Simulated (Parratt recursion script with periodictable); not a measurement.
Interface roughness in an EUV mirror: Si/Mo multilayer on Si

```
layer, from the top  thickness (Å)  density (g/cm³)  rms roughness of its top face (Å)  δ at 13.5 nm  β at 13.5 nm
-------------------  -------------  ---------------  ---------------------------------  ------------  ------------
Si (in each period)           34.3            2.313                             varied  9.927 × 10⁻⁴      0.001813
Mo (in each period)           34.3           10.026                             varied       0.07476      0.006314
Si (substrate)                   –            2.313                                  3  9.927 × 10⁻⁴      0.001813
```

The refractive index is n = 1 − δ + iβ; the runs take δ and β at each wavelength of the scan. Vacuum lies above.

Densities are inputs, not measurements. They were set from computed cells of the Materials Project: Si from entry mp-149 (Fd-3m, 2.313 g/cm³); Mo from entry mp-129 (Im-3m, 10.026 g/cm³). A layer's crystal structure does not enter its constants, only its composition and density.

Method: EUV and soft X-ray reflectivity, Parratt recursion, Névot-Croce roughness, Henke tables (Parratt recursion script with periodictable 1.7.1).

Light falls along the surface normal, where s and p polarisation coincide. The wavelength is scanned from 12.42 to 14.58 nm in 161 evenly spaced points, without smoothing. The peak is the highest scan point; its wavelength and height come from a parabola through R at that point and its two neighbours.

The pair is repeated 20 times. The runs differ only in σ, the roughness on top of both layers of each period; the substrate's stays as listed.

| σ (Å) | peak λ (nm) | peak R (%) |
|---|---|---|
| 3 | 13.297 | 58.8 |
| 6 | 13.290 | 53.0 |
| 9 | 13.281 | ? |

Estimate the peak reflectivity at σ = 9 Å from a line of ln R against σ², and compare with the factor exp[−(2πσ/D)²] for one weak reflection.

With R₀ = 58.8 % of the first row, ln(R/R₀) is 0.0000 at σ² = 9, −0.1038 at σ² = 36 Å². The line through them has slope −0.00384 Å⁻² and intercept 0.0346, which gives 44.6 % at σ² = 81 Å². For D = 68.6 Å, (2π/D)² = 0.00839 Å⁻², and that slope from the first row gives 32.1 %.

The run gave 43.3 %, so the line misses by 1.3 points. The fitted slope is 0.46 of (2π/D)² in size.
